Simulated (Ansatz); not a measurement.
MgTiNO in space group P4/mmm (No. 123; Ti on 1a, N on 1c, Mg on 1d, O on 1b) under volume change, the program Ansatz at the r²SCAN level (PAW), shape and atoms relaxed at each volume.

```
V (Å³/atom)  E − E(relaxed) (meV/atom)  P (GPa)
-----------  -------------------------  -------
8.662                             61.7    25.14
8.948                             25.8    15.37
9.233                              6.0     7.04
9.519                              0.0     0.00
9.804                              5.5    -5.98
10.090                            20.7   -10.95
10.376                            43.4   -14.68
```

Question: What does a third-order Birch–Murnaghan fit give for V₀, B₀ and B′?

Answer: V₀ = 9.52 Å³/atom, B₀ = 213 GPa, B′ = 4.9.

The start of the workflow was typed in or built on a structure type; neither database checked (COD, Materials Project) lists it. Its standing as an ambient phase is unchecked. The cell was relaxed with r²SCAN under the symmetry of its start; its stability against distortions is not shown here. Spin order of the final state: ferromagnetic, the only order run, not a proven ground state. The cell computed holds one magnetic atom, so no antiferromagnetic order was within reach. Other orbital occupations within this spin state were not tried. No Hubbard U is applied.

Potentials: the later of the program's two PAW sets.
